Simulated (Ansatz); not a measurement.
A geometry of ZrS₂ away from equilibrium: step 3 of the relaxation of a relaxed ZrS2 cell displaced along its unstable phonon at q = Γ (106i cm⁻¹), largest move 0.15 Å. Computed with PBE (plane waves to 420 eV, PAW, scalar-relativistic; Ansatz, a first-principles code). Γ-centred k-mesh 3×3×3 on the run's cell (coarser than for final values), Fermi–Dirac smearing 0.05 eV. The plane waves were selected for a different cell earlier on the path.

```
CELL_PARAMETERS angstrom
      6.15596     0.00000     0.00000
      0.00000     6.18525     0.00000
      0.00000     0.00000     6.38637
ATOMIC_POSITIONS crystal
  Zr 0.02962 0.02848 0.05629
  Zr 0.52962 0.47152 0.94371
  Zr 0.02962 0.47152 0.55629
  Zr 0.52962 0.02848 0.44371
  S  0.30588 0.33274 0.28001
  S  0.80588 0.16726 0.71999
  S  0.64920 0.84389 0.11217
  S  0.14920 0.65611 0.88783
  S  0.64920 0.65611 0.61217
  S  0.14920 0.84389 0.38783
  S  0.30588 0.16726 0.78001
  S  0.80588 0.33274 0.21999
```

Give the Cartesian forces on all atoms (eV/Å).


```json
[
 {"atom": "Zr1", "Fx": "0.49", "Fy": "0.11", "Fz": "0.33"},
 {"atom": "Zr2", "Fx": "0.49", "Fy": "-0.11", "Fz": "-0.33"},
 {"atom": "Zr3", "Fx": "0.49", "Fy": "-0.11", "Fz": "0.33"},
 {"atom": "Zr4", "Fx": "0.49", "Fy": "0.11", "Fz": "-0.33"},
 {"atom": "S5", "Fx": "-0.38", "Fy": "-0.24", "Fz": "-0.33"},
 {"atom": "S6", "Fx": "-0.38", "Fy": "0.24", "Fz": "0.33"},
 {"atom": "S7", "Fx": "-0.11", "Fy": "-0.06", "Fz": "0.13"},
 {"atom": "S8", "Fx": "-0.11", "Fy": "0.06", "Fz": "-0.13"},
 {"atom": "S9", "Fx": "-0.11", "Fy": "0.06", "Fz": "0.13"},
 {"atom": "S10", "Fx": "-0.11", "Fy": "-0.06", "Fz": "-0.13"},
 {"atom": "S11", "Fx": "-0.38", "Fy": "0.24", "Fz": "-0.33"},
 {"atom": "S12", "Fx": "-0.38", "Fy": "-0.24", "Fz": "0.33"}
]
```

The path ends in Pca2₁ (No. 29). No spin polarisation in the result.

The run could not lose the symmetry of its start, so the end can be a saddle point.

The end of the path is a generated cell of ZrS2: the first start was made by placing the elements on the sites of a structure type, and the end was not matched to a known phase here, so it may be hypothetical. Known forms of ZrS2 include space group No. 164.
